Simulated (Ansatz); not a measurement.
Fe2O3 (corundum, space group No. 167), DFT-r²SCAN in the program Ansatz with PAW potentials. The conduction-band minimum lies on the Γ–S0 line, 80 % of the way from Γ, with 6 equivalent valleys. Second derivatives d²E/dk² of the lowest band at one valley (eV·Å²), along Cartesian directions:

```tsv
direction	d²E/dk²
[100]	3.538
[010]	4.557
[001]	3.224
[110]	3.178
[101]	3.319
[011]	3.890
```

**Question.** Find the principal effective masses, the density-of-states mass and the conductivity mass.

**Answer.** Off-diagonal terms follow from H_xy = H[110] − (H_xx + H_yy)/2, and m*/mₑ = 7.620 eV·Å² over each eigenvalue: 1.5, 2.4, 2.5. One valley's DOS mass (m₁m₂m₃)^(1/3) = 2.1, conductivity mass 3/(Σ 1/mᵢ) = 2.0 mₑ.

**Question.** What effective density of states Nc follows at 300 K for parabolic valleys?

**Answer.** Nc = 2.509e19 × 6 × (2.1)^(3/2) / 2 (one spin channel) ≈ 2.3e20 cm⁻³.

Space group R-3c (corundum). The r²SCAN relaxation kept the symmetry of its start. Magnetic state: ferromagnetic, chosen from 2 collinear starts compared on coarse meshes (ties went to the first, and starts can fall back to one state), not a proven ground state. Textbook magnetic order: antiferromagnetic. The program gave a warning on the electronic state, which may not be the lowest. No Hubbard U is applied.

Potentials: the later of the program's two PAW sets.

Edges and masses are those of Kohn–Sham bands, whose gap is no quasiparticle gap.
